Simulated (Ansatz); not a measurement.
# Sb4Mo: relaxation (Ansatz)

Input:

```yaml
crystal:
  lattice:
    - [6.224754, 0.0, 0.0]
    - [3.112377, -6.525271, 0.0]
    - [2.403577, 0.0, -6.381093]
  atoms:
    - { symbol: Mo, position: [0.06241, 0.87518, 0.75] }
    - { symbol: Mo, position: [0.93759, 0.12482, 0.25] }
    - { symbol: Sb, position: [0.36236, 0.82282, 0.32203] }
    - { symbol: Sb, position: [0.81482, 0.82282, 0.17797] }
    - { symbol: Sb, position: [0.63764, 0.17718, 0.67797] }
    - { symbol: Sb, position: [0.18518, 0.17718, 0.82203] }
    - { symbol: Sb, position: [0.49503, 0.5577, 0.81004] }
    - { symbol: Sb, position: [0.94727, 0.5577, 0.68996] }
    - { symbol: Sb, position: [0.50497, 0.4423, 0.18996] }
    - { symbol: Sb, position: [0.05273, 0.4423, 0.31004] }
  symmetry: { tolerance: 0.0003 }
kpoints:
  mp_grid: { grid: [4, 4, 3], shift: [0, 0, 0] }
magnetization:
  spin_polarized: false
scf:
  occupations: { method: fermi_dirac }
  lower_state_search: "off"
hamiltonian:
  pseudopotentials: { kind: paw }
  xc: r2scan
basis:
  ecutwfc: 500
  fft_grid_basis: typed
relax:
  max_steps: 40
  cell: { p_target: 0.0 }
  f_tol: 0.03
output:
  forces: true
  stress: true
  eigenvalues: true
  bader: true
  populations: true
  elf: true
  write_potential: true
  volumetric_format: npy
  dos:
    e_range: [-12, 8]
    de: 0.05
    projected: { site_lists: { Mo: [Mo], Sb: [Sb] } }
checkpoint:
  read: saved_state
```

The command:

```bash
ansatz run input.yaml --threads 2 --pin off --max-ram 3584MiB --backend cpu --events-out ev --progress --plain --runs-dir out
```

Origin of the cell: a known structure type with other elements, at an estimated volume, so it need not be a known compound.

The smearing width isn't typed, so it takes its default of 0.1 eV.

The saved state is a converged single point of the same cell.

Steps («new basis» is an SCF on plane waves selected anew at the same cell):

```csv
step,ΔF (meV/atom),max force component (eV/Å),P (GPa),volume (Å³),SCF iterations,step was
1,0.0,2.285,6.50,259.19,6,accepted
2,-150.6,0.900,0.75,270.65,8,accepted
3,-172.7,0.283,-1.19,271.59,8,accepted
4,-184.2,0.163,-0.55,270.14,7,accepted
5,-184.8,0.066,-0.04,268.48,6,accepted
6,-184.8,0.022,0.03,268.29,5,accepted
7,-184.8,0.002,-0.01,268.45,6,accepted
8,-185.0,0.002,-0.01,268.45,6,new basis
```

Step 1, with forces in eV/Å:

```xyz
10
Lattice="6.225 0.000 0.000 3.112 -6.525 0.000 2.404 0.000 -6.381" Properties=species:S:1:pos:R:3:forces:R:3 pbc="T T T" step=1
Mo    4.915   -5.711   -4.786    0.000   -0.368    0.000
Mo    6.826   -0.814   -1.595    0.000    0.368    0.000
Sb    5.591   -5.369   -2.055   -1.721   -1.782   -1.340
Sb    8.061   -5.369   -1.136    1.721   -1.782    1.340
Sb    6.150   -1.156   -4.326    1.721    1.782    1.340
Sb    3.680   -1.156   -5.245   -1.721    1.782   -1.340
Sb    6.764   -3.639   -5.169   -2.035   -2.285    1.026
Sb    9.291   -3.639   -4.403    2.035   -2.285   -1.026
Sb    4.977   -2.886   -1.212    2.035    2.285   -1.026
Sb    2.450   -2.886   -1.978   -2.035    2.285    1.026
```

Step 2, with forces in eV/Å:

```xyz
10
Lattice="6.359 0.000 0.024 3.180 -6.590 0.012 2.431 0.000 -6.449" Properties=species:S:1:pos:R:3:forces:R:3 pbc="T T T" step=2
Mo    5.003   -5.807   -4.825    0.000   -0.295    0.000
Mo    6.967   -0.783   -1.588    0.000    0.295    0.000
Sb    5.608   -5.550   -2.149    0.598    0.685    0.237
Sb    8.326   -5.550   -1.027   -0.598    0.685   -0.237
Sb    6.362   -1.040   -4.264   -0.598   -0.685   -0.237
Sb    3.644   -1.040   -5.386    0.598   -0.685    0.237
Sb    6.772   -3.827   -5.148    0.900    0.640   -0.297
Sb    9.593   -3.827   -4.478   -0.900    0.640    0.297
Sb    5.198   -2.763   -1.265   -0.900   -0.640    0.297
Sb    2.377   -2.763   -1.935    0.900   -0.640   -0.297
```

Step 3, with forces in eV/Å:

```xyz
10
Lattice="6.525 0.000 0.130 3.263 -6.422 0.065 2.386 0.000 -6.433" Properties=species:S:1:pos:R:3:forces:R:3 pbc="T T T" step=3
Mo    5.052   -5.784   -4.759    0.000    0.182    0.000
Mo    7.122   -0.639   -1.478    0.000   -0.182    0.000
Sb    5.797   -5.279   -2.097   -0.283    0.049    0.066
Sb    8.447   -5.279   -0.859    0.283    0.049   -0.066
Sb    6.377   -1.143   -4.140    0.283   -0.049   -0.066
Sb    3.727   -1.143   -5.378   -0.283   -0.049    0.066
Sb    6.950   -3.839   -5.090   -0.071    0.228    0.045
Sb    9.680   -3.839   -4.299    0.071    0.228   -0.045
Sb    5.224   -2.584   -1.148    0.071   -0.228   -0.045
Sb    2.494   -2.584   -1.938   -0.071   -0.228    0.045
```

Step 4, with forces in eV/Å:

```xyz
10
Lattice="6.468 0.000 0.105 3.234 -6.544 0.052 2.390 0.000 -6.344" Properties=species:S:1:pos:R:3:forces:R:3 pbc="T T T" step=4
Mo    5.026   -5.838   -4.706    0.000   -0.163    0.000
Mo    7.065   -0.706   -1.481    0.000    0.163    0.000
Sb    5.717   -5.404   -2.043   -0.042   -0.014   -0.019
Sb    8.413   -5.404   -0.920    0.042   -0.014    0.019
Sb    6.374   -1.140   -4.144    0.042    0.014    0.019
Sb    3.679   -1.140   -5.267   -0.042    0.014   -0.019
Sb    6.890   -3.853   -5.017    0.031    0.075    0.006
Sb    9.631   -3.853   -4.290   -0.031    0.075   -0.006
Sb    5.202   -2.691   -1.170   -0.031   -0.075   -0.006
Sb    2.461   -2.691   -1.898    0.031   -0.075    0.006
```

Step 5, with forces in eV/Å:

```xyz
10
Lattice="6.453 0.000 0.107 3.227 -6.528 0.054 2.382 0.000 -6.333" Properties=species:S:1:pos:R:3:forces:R:3 pbc="T T T" step=5
Mo    5.013   -5.831   -4.696    0.000   -0.066    0.000
Mo    7.049   -0.697   -1.476    0.000    0.066    0.000
Sb    5.706   -5.391   -2.042   -0.009   -0.015    0.011
Sb    8.392   -5.391   -0.910    0.009   -0.015   -0.011
Sb    6.357   -1.138   -4.130    0.009    0.015   -0.011
Sb    3.670   -1.138   -5.262   -0.009    0.015    0.011
Sb    6.872   -3.840   -5.004    0.024    0.023   -0.002
Sb    9.608   -3.840   -4.281   -0.024    0.023    0.002
Sb    5.191   -2.688   -1.168   -0.024   -0.023    0.002
Sb    2.454   -2.688   -1.891    0.024   -0.023   -0.002
```

Step 6, with forces in eV/Å:

```xyz
10
Lattice="6.452 0.000 0.110 3.226 -6.526 0.055 2.379 0.000 -6.330" Properties=species:S:1:pos:R:3:forces:R:3 pbc="T T T" step=6
Mo    5.011   -5.832   -4.693    0.000   -0.022    0.000
Mo    7.047   -0.695   -1.473    0.000    0.022    0.000
Sb    5.704   -5.391   -2.039   -0.002   -0.009    0.003
Sb    8.390   -5.391   -0.907    0.002   -0.009   -0.003
Sb    6.353   -1.136   -4.127    0.002    0.009   -0.003
Sb    3.668   -1.136   -5.259   -0.002    0.009    0.003
Sb    6.869   -3.837   -4.999    0.004    0.002    0.000
Sb    9.604   -3.837   -4.277   -0.004    0.002    0.000
Sb    5.188   -2.690   -1.167   -0.004   -0.002    0.000
Sb    2.454   -2.690   -1.889    0.004   -0.002    0.000
```

Step 8, with forces in eV/Å:

```xyz
10
Lattice="6.453 0.000 0.110 3.226 -6.529 0.055 2.379 0.000 -6.331" Properties=species:S:1:pos:R:3:forces:R:3 pbc="T T T" step=8
Mo    5.010   -5.835   -4.693    0.000    0.002    0.000
Mo    7.047   -0.694   -1.473    0.000   -0.002    0.000
Sb    5.704   -5.395   -2.038    0.001    0.001   -0.002
Sb    8.390   -5.395   -0.907   -0.001    0.001    0.002
Sb    6.353   -1.134   -4.128   -0.001   -0.001    0.002
Sb    3.667   -1.134   -5.259    0.001   -0.001   -0.002
Sb    6.869   -3.837   -4.999    0.002   -0.001    0.000
Sb    9.604   -3.837   -4.278   -0.002   -0.001    0.000
Sb    5.189   -2.692   -1.167   -0.002    0.001    0.000
Sb    2.453   -2.692   -1.889    0.002    0.001    0.000
```

```yaml
Free_energy_lowered_by: 185.0 meV/atom
Volume_change: 3.57 %
Final_pressure: -0.01 GPa
Relaxation_steps_listed: 8
Formation_energy_elements_under_the_same_functional_gases_as_molecules_uncorrected: 0.136 eV/atom
Gap_on_the_mesh: none (metal)
```

Caveats: no moments, though an odd count or open d shells may carry them; no spin-orbit coupling, though heavy elements are present; the k mesh is coarse if the cell is a metal; the relaxation held the start's symmetry, so the end may be a saddle point.

The run took 5 min on 2 threads of Arm Neoverse V2, with other jobs on the host, peak memory 1.4 GiB, from a saved density.
